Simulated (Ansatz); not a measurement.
Fe3Ge2 in space group P-3m1 (No. 164; Fe on 2d, Fe on 1b, Ge on 2d), plane-wave PAW r²SCAN (Ansatz code), all energies at zero smearing, with the estimated change up to a 700 eV cutoff added, with one set of potentials and settings (totals compare only within such a set). Cell of 5 atoms (3 Fe, 2 Ge): -22063.020 eV.

```json
[
 {"element": "Fe", "reference phase": "Im-3m, 1 atoms in the cell, spin-polarised", "E (eV/atom)": "-4485.8961"},
 {"element": "Ge", "reference phase": "Fd-3m, 2 atoms in the cell", "E (eV/atom)": "-4302.9041"}
]
```

Formation energy per atom, worked out: (-22063.020 − 3×(-4485.8961) − 2×(-4302.9041))/5 = 0.095 eV/atom (9 kJ per mol of atoms), at 0 K, without zero-point energy or fitted corrections.

The workflow started from a Materials Project entry (that database holds measured and hypothetical structures alike); the Crystallography Open Database copy checked does not list it. Whether it is the stable phase at ambient conditions was not checked. The cell was relaxed with r²SCAN under the symmetry of its start; whether a distortion lowers the energy is not shown. Spin order of the final state: ferromagnetic, chosen from 5 collinear starts compared on coarse meshes (ties went to the first, and starts can fall back to one state), not a proven ground state. Other orbital occupations within this spin state were not tried. The references are the lowest solids computed at this level, not always the standard phases.

Potentials: the later of the program's two PAW sets.
